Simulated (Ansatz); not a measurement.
Pt (fcc, Cu type)

```yaml
crystal:
  lattice:
    - [0.00000, 1.97014, 1.97014]
    - [1.97014, 0.00000, 1.97014]
    - [1.97014, 1.97014, 0.00000]
  atoms:
    - { symbol: Pt, position: [0.00000, 0.00000, 0.00000] }
```

Equation-of-state scan: isotropic scaling of the cell above, V₀ being its volume. Symmetry pins the atoms to their sites.

Computed with r2SCAN (plane waves to 500 eV, PAW, scalar-relativistic; Ansatz, a quantum-chemistry and plane-wave program). k mesh 21×21×21 (Γ-centred), Fermi-Dirac smearing 0.05 eV. The energy includes the smearing's −TS. Stress and pressure are positive under compression. Pt is run without spin polarisation. Pt was relaxed with its symmetry unable to fall. Spin-orbit coupling is left out, though Pt is heavy. The zero of ΔE is the relaxed starting cell.

Problem. What ΔE (meV/atom) and P (GPa) does the calculation give at V/V₀ = 0.950, 0.967, 0.983, 1.017, 1.067?

Solution. 
```csv
V/V₀,ΔE (meV/atom),P (GPa)
0.950,36,16.0
0.967,15,10.1
0.983,4,4.8
1.017,4,-4.3
1.067,50,-14.7
```

(Under strain, the slope of the energy per volume gives the stress and its curvature an elastic modulus.)
